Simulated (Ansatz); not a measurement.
Ansatz input

```yaml
crystal:
  lattice:
    - [0.0, 2.3059105602, 2.3059105602]
    - [2.3059105602, 0.0, 2.3059105602]
    - [2.3059105602, 2.3059105602, 0.0]
  atoms:
    - { symbol: Co, position: [0.0, 0.0, 0.0], spin: -1.614 }
    - { symbol: Co, position: [0.5, 0.5, 0.5], spin: -1.614 }
hamiltonian:
  xc: pbesol
  pseudopotentials:
    kind: paw
    azcp:
      Co: "pseudopotentials/Co.paw.azcp"
basis:
  ecutwfc: 420
  fft_grid_basis: typed
kpoints:
  mp_grid: { grid: [14, 14, 14], shift: [0, 0, 0] }
magnetization:
  spin_polarized: true
scf:
  occupations: { method: fermi_dirac, width: 0.05 }
  lower_state_search: "off"
output:
  stress: true
  write_density: true
  write_potential: true
  elf: true
  volumetric_format: npy
```

Terminal output

```
Warning: the record states the generating functional pbe (its physics header spells it `PBE`), which answers neither for hamiltonian.xc's functional nor for the pbesol family's — results may be inconsistent (PPs are generated against a specific XC)
Engine: ansatz 0.2.0, aarch64-unknown-linux-gnu
Pseudopotentials: kind: paw
Pseudopotential: Co, paw, valence charge 17, recommended cutoff 420 eV (normal) 
Functional definition: PBEsol
  exchange = pbesol_x
  correlation = pbesol_c
Crystal: 2 atoms, lattice volume = 24.522 Å³
Basis set: ecut = 420 eV, 531 PW (Γ)
Bands: 23, of which v1, the nominal top of the filled ones, is band 17 counted from 1 (16 counted from 0)
Symmetry: 96 space group operations
Space group: Pm-3m (ITA 221), of the structure as read, at distance tolerance 2.9e-5 Å
Magnetic group: BNS 221.92 (UNI 1594), of the structure as read, at distance tolerance 2.9e-5 Å
k-points: 104 of 2744
Non-local potential: Co, projectors of the file, l = 0: 3, l = 1: 2, l = 2: 3, l = 3: 1
PAW form: soft (Blöchl's): semilocal exchange-correlation on the pseudo side does not see the compensation charge
PAW frozen core: Co, regenerated for the run's functional, and the local potential with it (the file was generated under x = pbe(κ = 0.804, μ = 0.2195149727645171), c = pbe(β = 0.06672455060314922))
PAW one-centre angular grid: Co, 590 points (default); XC on 64 Gauss nodes
Initial density: superposition of atomic densities (chi_scale 0.1, normalization cell)
Starting moments: Σ|m| = 3.228 μB on 2 of 2 sites
Initial wavefunctions: pseudopotential atomic-orbital guess
Functional: x = pbesol(κ = 0.804, μ = 0.12345679012345678), c = pbesol(β = 0.046)
iter 1 solved again at ethr=1.38e-4 eV; its pass at ethr=3.10e-3 eV (dr2=4.69e-2 eV) is discarded
SCF iter   1: F=—  HF=-10184.083552 eV  |F-HF|=—  |Δ(HF+E_count)|=         —  Δρ=4.15e-2 (↑4.15e-2 ↓3.54e-2)  dr2=4.74e-2  dr2_m=3.16e-1  M=-3.234 μB ∫|m|=3.252 μB  β_m=1.00  ethr=1.38e-4  ⟨swp⟩=1.0  Hψ=24549  notcnv=0
spin=Collinear: Kerker preconditioning applied to the charge; magnetization (m = ρ↑ − ρ↓) channel mixes plain (no charge-response kernel on spin).
SCF iter   2: F=—  HF=-10184.079532 eV  |F-HF|=—  |Δ(HF+E_count)|=   4.02e-3  Δρ=1.51e-2 (↑1.51e-2 ↓9.24e-3)  dr2=3.09e-2  dr2_m=1.90e-2  M=-3.271 μB ∫|m|=3.342 μB  β_m=1.00  ethr=1.38e-4  ⟨swp⟩=2.8  Hψ=9871  notcnv=0
SCF iter   3: F=—  HF=-10184.130329 eV  |F-HF|=—  |Δ(HF+E_count)|=   5.08e-2  Δρ=6.36e-3 (↑5.45e-3 ↓6.36e-3)  dr2=9.65e-3  dr2_m=4.80e-3  M=-3.314 μB ∫|m|=3.403 μB  β_m=1.00  ethr=9.08e-5  ⟨swp⟩=2.0  Hψ=8134  notcnv=0  defer=29
SCF iter   4: F=—  HF=-10184.183174 eV  |F-HF|=—  |Δ(HF+E_count)|=   5.28e-2  Δρ=6.89e-3 (↑1.62e-3 ↓6.89e-3)  dr2=4.57e-3  dr2_m=2.90e-3  M=-3.354 μB ∫|m|=3.448 μB  β_m=1.00  ethr=2.84e-5  ⟨swp⟩=2.0  Hψ=8781  notcnv=0  defer=29
SCF iter   5: F=—  HF=-10184.213036 eV  |F-HF|=—  |Δ(HF+E_count)|=   2.99e-2  Δρ=4.05e-3 (↑2.96e-3 ↓4.05e-3)  dr2=2.11e-4  dr2_m=2.66e-3  M=-3.394 μB ∫|m|=3.493 μB  β_m=1.00  ethr=1.34e-5  ⟨swp⟩=2.5  Hψ=7396  notcnv=0  defer=30
SCF iter   6: F=—  HF=-10184.231811 eV  |F-HF|=—  |Δ(HF+E_count)|=   1.88e-2  Δρ=3.70e-3 (↑3.70e-3 ↓1.80e-3)  dr2=5.60e-4  dr2_m=1.62e-3  M=-3.428 μB ∫|m|=3.530 μB  β_m=1.00  ethr=6.21e-7  ⟨swp⟩=2.0  Hψ=9014  notcnv=0  defer=30
SCF iter   7: F=—  HF=-10184.244525 eV  |F-HF|=—  |Δ(HF+E_count)|=   1.27e-2  Δρ=3.31e-3 (↑3.31e-3 ↓1.31e-3)  dr2=6.95e-4  dr2_m=1.08e-3  M=-3.454 μB ∫|m|=3.559 μB  β_m=1.00  ethr=6.21e-7  ⟨swp⟩=2.0  Hψ=8511  notcnv=0  defer=30
SCF iter   8: F=—  HF=-10184.252466 eV  |F-HF|=—  |Δ(HF+E_count)|=   7.94e-3  Δρ=2.88e-3 (↑2.88e-3 ↓1.12e-3)  dr2=6.44e-4  dr2_m=7.40e-4  M=-3.476 μB ∫|m|=3.583 μB  β_m=1.00  ethr=6.21e-7  ⟨swp⟩=2.0  Hψ=8300  notcnv=0  defer=30
SCF iter   9: F=—  HF=-10184.257427 eV  |F-HF|=—  |Δ(HF+E_count)|=   4.96e-3  Δρ=2.70e-3 (↑2.70e-3 ↓9.89e-4)  dr2=7.45e-4  dr2_m=5.21e-4  M=-3.493 μB ∫|m|=3.603 μB  β_m=0.30  ethr=6.21e-7  ⟨swp⟩=2.0  Hψ=8120  notcnv=0  defer=30
Mixer restart at iter 9: flushing history
spin-set hold released at iteration 9 (site moments contracting): the magnetisation degrees of freedom join the quasi-Newton model from the next iteration; the mixer history was flushed
SCF iter  10: F=—  HF=-10184.261417 eV  |F-HF|=—  |Δ(HF+E_count)|=   3.99e-3  Δρ=2.98e-3 (↑2.98e-3 ↓1.71e-3)  dr2=3.99e-4  dr2_m=1.09e-3  M=-3.507 μB ∫|m|=3.617 μB  β_m=0.49  ethr=6.21e-7  ⟨swp⟩=2.0  Hψ=7082  notcnv=0  defer=30
SCF iter  11: F=—  HF=-10184.266257 eV  |F-HF|=—  |Δ(HF+E_count)|=   4.84e-3  Δρ=2.71e-3 (↑2.71e-3 ↓2.08e-3)  dr2=1.06e-4  dr2_m=1.26e-3  M=-3.551 μB ∫|m|=3.667 μB  β_m=0.82  ethr=6.21e-7  ⟨swp⟩=2.0  Hψ=8596  notcnv=0  defer=30
SCF iter  12: F=—  HF=-10184.267005 eV  |F-HF|=—  |Δ(HF+E_count)|=   7.47e-4  Δρ=2.09e-3 (↑1.43e-3 ↓2.09e-3)  dr2=1.52e-3  dr2_m=2.97e-5  M=-3.582 μB ∫|m|=3.703 μB  β_m=0.61  ethr=3.13e-7  ⟨swp⟩=2.3  Hψ=9042  notcnv=0  defer=30
SCF iter  13: F=—  HF=-10184.266642 eV  |F-HF|=—  |Δ(HF+E_count)|=   3.62e-4  Δρ=1.44e-4 (↑1.44e-4 ↓1.16e-4)  dr2=2.37e-6  dr2_m=2.86e-6  M=-3.583 μB ∫|m|=3.704 μB  β_m=0.81  ethr=3.13e-7  ⟨swp⟩=2.0  Hψ=8840  notcnv=0  defer=30
SCF iter  14: F=—  HF=-10184.266645 eV  |F-HF|=—  |Δ(HF+E_count)|=   2.37e-6  Δρ=5.27e-5 (↑5.27e-5 ↓2.69e-5)  dr2=1.94e-7  dr2_m=2.54e-7  M=-3.584 μB ∫|m|=3.705 μB  β_m=0.88  ethr=6.98e-9  ⟨swp⟩=2.0  Hψ=6801  notcnv=0  defer=30
SCF iter  15: F=—  HF=-10184.266646 eV  |F-HF|=—  |Δ(HF+E_count)|=   9.06e-7  Δρ=4.87e-5 (↑4.87e-5 ↓3.80e-5)  dr2=9.11e-7  dr2_m=9.58e-9  M=-3.585 μB ∫|m|=3.706 μB  β_m=0.88  ethr=2.94e-10  ⟨swp⟩=9.5  Hψ=31995  notcnv=0
SCF iter  16: F=-10184.266646 eV  HF=-10184.266646 eV  |F-HF|=2.94e-9  |Δ(HF+E_count)|=   1.15e-7  Δρ=5.33e-6 (↑5.33e-6 ↓3.51e-6)  dr2=6.32e-9  dr2_m=5.77e-10  M=-3.585 μB ∫|m|=3.706 μB  ethr=2.94e-10  ⟨swp⟩=5.7  Hψ=27645  notcnv=0
SCF 1 converged in 16 iterations: F = -10184.266646 eV  dr2 = 6.32e-9
SCF converged after 16 iterations
Magnetization: -3.5847 μB (15.2077 up, 18.7923 down)
Absolute magnetization: 3.7057 μB (∫|ρ↑−ρ↓|, with the PAW one-centre terms)
Spin contamination: 0.0364 ħ² per cell (⟨S²⟩ above its minimum at these occupations)
Per-site moments (μB) at R_I (Å): [(-1.7959109527964727, 0.9511881060825), (-1.7959109527964727, 0.9511881060825)]
Free energy (F): -10184.266646 eV
Harris-Foulkes:  -10184.266646 eV  (|F-HF|=2.94e-9)
Internal energy: -10184.240300 eV  (E = F + TS)
E sigma→0 (E₀):  -10184.253473 eV
Entropy (-TS):   -0.026345 eV (-13.173 meV/atom)
Fermi energy:    16.166841 eV
--- Per-component energies (eV) ---
  E_band       = -575.136008
  E_kinetic    = 907.771764
  E_local      = -6201.128213  (includes V_loc(G=0)·N_el)
  E_nonlocal   = 918.347396
  E_hartree    = 2595.042328
  E_xc         = -313.564952
  E_vxc        = -406.461858  (∫ρ·V_xc dr)
  E_paw        = -2970.589252  (= ΣΔE_a)
  E_vpaw       = -983.742630  (= ΣTr[D̂ρ^β])
  E_aug_tail   = 0.000091  (compensation charges beyond the density's cutoff)
  E_ewald      = -5120.496299
  E_core_change = 0.376838  (= ΣΔE_core)
  E_smearing   = -0.026345  (= −TS)
  E_closure    = 0.000000  (closes the sum)
  Σ components = -10184.266646   (vs F -10184.266646, Δ=0.00e0)
--- Stress (GPa, compression-positive) ---
       -2.069743       0.000000       0.000000
       -0.000000      -2.069743      -0.000000
       -0.000000       0.000000      -2.069743
  P = ⅓ Tr σ = -2.0697 GPa (-20.697 kbar)
--- Band table (eV; the first three rows and the last of 208) ---
  k-point 0 ↑: bands = ["-77.6749", "-77.5263", "-41.2139", "-41.2139", "-41.2139", "-40.9075", "-40.9075", "-40.9075", "7.7834", "12.9944", "12.9944", "13.4999", "13.4999", "13.4999", "17.3952", "17.3952", "17.3952", "18.1087", "18.1087", "28.3807", "28.3807", "28.3807", "29.0695"]
  k-point 1 ↑: bands = ["-77.6730", "-77.5278", "-41.2106", "-41.2100", "-41.2100", "-40.9122", "-40.9115", "-40.9115", "7.9013", "13.0345", "13.0345", "13.4830", "13.5530", "13.5530", "17.3509", "17.3618", "17.3618", "18.0066", "18.0066", "27.4538", "28.3816", "28.3816", "29.1120"]
  k-point 2 ↑: bands = ["-77.6673", "-77.5332", "-41.2014", "-41.1992", "-41.1992", "-40.9259", "-40.9233", "-40.9233", "8.2509", "13.1544", "13.1544", "13.4363", "13.7086", "13.7086", "17.2259", "17.2610", "17.2610", "17.7184", "17.7184", "25.5010", "28.3934", "28.3934", "29.4078"]
  k-point 103 ↓: bands = ["-79.7366", "-79.7261", "-43.3553", "-43.3453", "-43.1891", "-43.1092", "-42.9567", "-42.9499", "11.5504", "12.0666", "12.1731", "12.3480", "13.2970", "14.0780", "14.1318", "14.2570", "14.6227", "14.8590", "17.3031", "18.4444", "20.0805", "20.2611", "31.4592"]
```
